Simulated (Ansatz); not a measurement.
Starting cell, WSe2 (2H-MoS2 type, space group P6_3/mmc):

```
WSe2
1.0
    3.29952     0.00000     0.00000
   -1.64976     2.85747     0.00000
    0.00000     0.00000    13.14745
W Se
2 4
Direct
  0.33333   0.66667   0.25000
  0.66667   0.33333   0.75000
  0.33333   0.66667   0.62334
  0.66667   0.33333   0.12334
  0.66667   0.33333   0.37666
  0.33333   0.66667   0.87666
```

In this cell atom 5 (Se, nearest neighbour W at 2.530 Å; its periodic images, 3.3 Å or more away, move with it) is moved by s along Cartesian z, unit vector (0.000, 0.000, 1.000); all other atoms and the cell stay fixed.

All values below come from r2SCAN+rVV10 (plane waves to 500 eV, PAW, scalar-relativistic; Ansatz, a quantum-chemistry and plane-wave program). k mesh 9×9×2 (Γ-centred), Fermi-Dirac smearing 0.05 eV. The energy includes the smearing's −TS. As the smearing reaches across the gap at some points, energies and forces of such displacements shift with the k mesh and the smearing. Spin-orbit coupling is left out, though W is heavy. The PAW data are Ansatz's earlier set. WSe2 is run without spin polarisation. WSe2 was relaxed with its symmetry unable to fall. ΔE is measured from the undisplaced structure. The last digit holds for this mesh only.

```csv
s (Å),ΔE (meV/cell)
-0.510,2859.8
-0.408,1791.2
-0.306,967.2
-0.204,404.3
-0.102,94.4
0.000,0.0
0.102,81.2
0.204,300.0
0.306,622.5
0.408,1018.9
0.510,1464.2
```

Q: What force constant k = d²E/ds² at s = 0 does the table give?

A: 17 eV/Å². It is the second difference of the nearest points, corrected with the next pair.

Q: With k = 16.86 eV/Å² from the forces, is the well harmonic out to s = 0.510 Å?

A: ½ks² = 2193 meV/cell against the computed 1464 meV/cell, so the well is softer than harmonic there.

(For displaced atoms, the force is minus the slope of the energy, and its curvature is a force constant, which sets phonon frequencies.)
